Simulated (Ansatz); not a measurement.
Polymorphs of BAs, each relaxed with PBEsol in the plane-wave PAW code Ansatz:

A: P-6m2
a = b = 3.154 Å, c = 2.879 Å, α = β = 90.00°, γ = 120.00°

```csv
atom,site,symmetry,x,y,z
B,1a,-6m2,0.0000,0.0000,0.0000
As,1f,-6m2,0.6667,0.3333,0.5000
```

B: P6_222
a = 3.4291 Å, b = 3.4291 Å, c = 7.4029 Å, α = 90.00°, β = 90.00°, γ = 120.00°

| atom | site | symmetry | x | y | z |
|---|---|---|---|---|---|
| B | 3d | 222 | 0.5000 | 0.0000 | 0.5000 |
| As | 3c | 222 | 0.5000 | 0.0000 | 0.0000 |

Question: Put the candidates in order of energy per atom at 0 K, lowest first, for PBEsol.

Answer: B (+0 meV/atom), A (+652 meV/atom)

Question: Give each one's gap.

Answer: A no gap; B 0.31 eV.

Constructed cells (a structure type filled with these elements, in neither database checked): A; B. Not the usual ambient phase: A; B. Unstable at this level: A. All cells were relaxed under the symmetry of their starts (and spin orders); stability against distortions was not tested throughout. Spin–orbit coupling is left out wherever it is not named.

Energies hold the estimated change up to a 700 eV cutoff; steps of a few meV lie near the error of the meshes.

Potentials: the later of the program's two PAW sets.
